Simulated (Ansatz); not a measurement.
Relaxed-ion elastic tensor of AlN (rock salt, Fm-3m) in GPa (Voigt order), plane-wave PAW r²SCAN (Ansatz code); density 4.14 g/cm³, 8.23 Å³ per atom.

```json
[
 {"": "1", "1": "467", "2": "181", "3": "181", "4": "0.0", "5": "0.0", "6": "0.0"},
 {"": "2", "1": "181", "2": "467", "3": "181", "4": "0.0", "5": "0.0", "6": "0.0"},
 {"": "3", "1": "181", "2": "181", "3": "467", "4": "0.0", "5": "0.0", "6": "0.0"},
 {"": "4", "1": "0.0", "2": "0.0", "3": "0.0", "4": "339", "5": "0.0", "6": "0.0"},
 {"": "5", "1": "0.0", "2": "0.0", "3": "0.0", "4": "0.0", "5": "339", "6": "0.0"},
 {"": "6", "1": "0.0", "2": "0.0", "3": "0.0", "4": "0.0", "5": "0.0", "6": "339"}
]
```

Problem. Is the crystal mechanically stable?

Solution. Yes: the smallest eigenvalue of C is 286 GPa.

Problem. Work out the Voigt, Reuss and Hill averages.

Solution. K_V = 276, K_R = 276, K_H = 276; G_V = 260, G_R = 219, G_H = 240 GPa.

Problem. Give Young's modulus, Poisson's ratio, Pugh's ratio and the universal anisotropy index.

Solution. E = 9KG/(3K + G) = 558 GPa; ν = 0.16; K/G = 1.15 (brittle by the Pugh limit of 1.75); A_U = 5G_V/G_R + K_V/K_R − 6 = 0.95.

Problem. Estimate the sound speeds and the Debye temperature.

Solution. v_l = √((K + 4G/3)/ρ) = 12000 m/s, v_t = √(G/ρ) = 7610 m/s, mean 8370 m/s; Θ = (h/k)(3n/4πV)^(1/3) v_m = 1230 K.

Problem. Give the Zener ratio and Young's modulus along [100], [110] and [111].

Solution. A = 2C44/(C11 − C12) = 2.37; 1/E = S11 − 2(S11 − S12 − S44/2)Γ with Γ = 0, 1/4, 1/3 gives 366, 580, 721 GPa.

Problem. Solve the Christoffel equation for the three sound speeds along [100], [110], [111].

Solution. Eigenvalues of C_ijkl n_j n_l equal ρv². In km/s, slowest first: [100] 9.05, 9.05, 10.63; [110] 5.88, 9.05, 12.66; [111] 7.10, 7.10, 13.26.

This is a known high-pressure phase of the composition, computed here at zero pressure and temperature. The r²SCAN relaxation kept the symmetry of its start; whether a distortion lowers the energy is not shown.

Potentials: the later of the program's two PAW sets.
